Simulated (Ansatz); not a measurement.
Input:

Re:
```yaml
crystal:
  lattice:
    - [0.00000, 2.82590, 2.82590]
    - [2.82590, 0.00000, 2.82590]
    - [2.82590, 2.82590, 0.00000]
  atoms:
    - { symbol: Re, position: [0.00000, 0.00000, 0.00000] }
    - { symbol: Re, position: [0.25000, 0.25000, 0.25000] }
```

This is the PBE-relaxed structure.

### Question
All from the program Ansatz at the PBE level (PAW), unless another level is named. Predict the density of states at the Fermi level.

### Answer
0.68 states/eV per atom (mean over ±0.08 eV).

### Question
Predict the gap with spin–orbit coupling.

### Answer
none (metallic).

Space group Fd-3m (diamond). The start of the workflow was typed in or built on a structure type; neither database checked (COD, Materials Project) lists it. It is not the phase usual at ambient conditions (space group No. 194). Symmetry was held in the PBE relaxation; whether a distortion lowers the energy is not shown. The run is not spin-polarised. Spin–orbit coupling is left out wherever it is not named.

Potentials: the later of the program's two PAW sets.
